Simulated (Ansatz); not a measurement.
Given:

Cl:
```
CELL_PARAMETERS angstrom
      0.00000     2.19576     2.19576
      2.19576     0.00000     2.19576
      2.19576     2.19576     0.00000
ATOMIC_POSITIONS crystal
  Cl 0.00000 0.00000 0.00000
```

This is the PBE-relaxed structure.

**Question.** All from the program Ansatz at the PBE level (PAW), unless another level is named. Predict the electronic character.

**Answer.** metallic (no gap).

**Question.** Next, the density of states at the Fermi level?

**Answer.** 2.0 states/eV per atom (mean over ±0.08 eV).

Space group Fm-3m (fcc (Cu type)). The cell is a constructed one: a structure type filled with these elements; neither database checked (COD, Materials Project) lists it. It is not the usual solid phase (space group No. 64). The PBE relaxation kept the symmetry of its start; whether a distortion lowers the energy is not shown. The substance is a gas or liquid at ambient conditions. With an odd number of electrons in the cell and no spin polarisation, the count alone makes it a metal.

Potentials: the later of the program's two PAW sets.
